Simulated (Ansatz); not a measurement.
Mg2ZnO3:
```
CELL_PARAMETERS angstrom
      2.99121     0.00000     0.00000
     -1.49560     2.59046     0.00000
      0.00000     0.00000     7.30607
ATOMIC_POSITIONS crystal
  Mg 0.33333 0.66667 0.66592
  Mg 0.66667 0.33333 0.33408
  Zn 0.00000 0.00000 0.00000
  O  0.33333 0.66667 0.17174
  O  0.66667 0.33333 0.82826
  O  0.00000 0.00000 0.50000
```

Relaxed with r²SCAN. Special points in fractions of this cell's reciprocal vectors: Γ (0.000, 0.000, 0.000); M (0.500, 0.000, 0.000); K (0.333, 0.333, 0.000); A (0.000, 0.000, 0.500); L (0.500, 0.000, 0.500); H (0.333, 0.333, 0.500).

List the band energies nearest the valence-band maximum at these points for DFT-r²SCAN in the program Ansatz with PAW potentials.

In eV from the valence-band maximum; about four levels below and three above (degenerate sets whole), none deeper than 8.9 eV; points with the same levels are listed once.

```csv
k,below,above
Γ,-0.54 -0.54 -0.08 -0.08,3.90 7.36 7.72
M,-1.81 -1.31 -0.72 -0.36,7.63 8.46 9.71
K,-2.76 -2.76 -1.49 -0.65 -0.65,8.73 10.25 10.25
A,-0.82 -0.82 0.00 0.00,4.91 6.33 7.89
L,-1.91 -1.48 -0.30 -0.26,7.70 7.85 10.13
H,-2.35 -2.35 -1.77 -0.89 -0.89,8.81 10.51 10.51
```

Space group P-3m1. The workflow started from a Materials Project entry (that database holds measured and hypothetical structures alike); the Crystallography Open Database copy checked does not list it. With Mg and Zn taken as one species the cell has the higher symmetry Fm-3m, so it may be an ordered model of a mixed-site phase. Whether it is the stable phase at ambient conditions was not checked. The cell was relaxed with r²SCAN under the symmetry of its start; of distortions, only those at the zone centre were tested.

Potentials: the later of the program's two PAW sets.
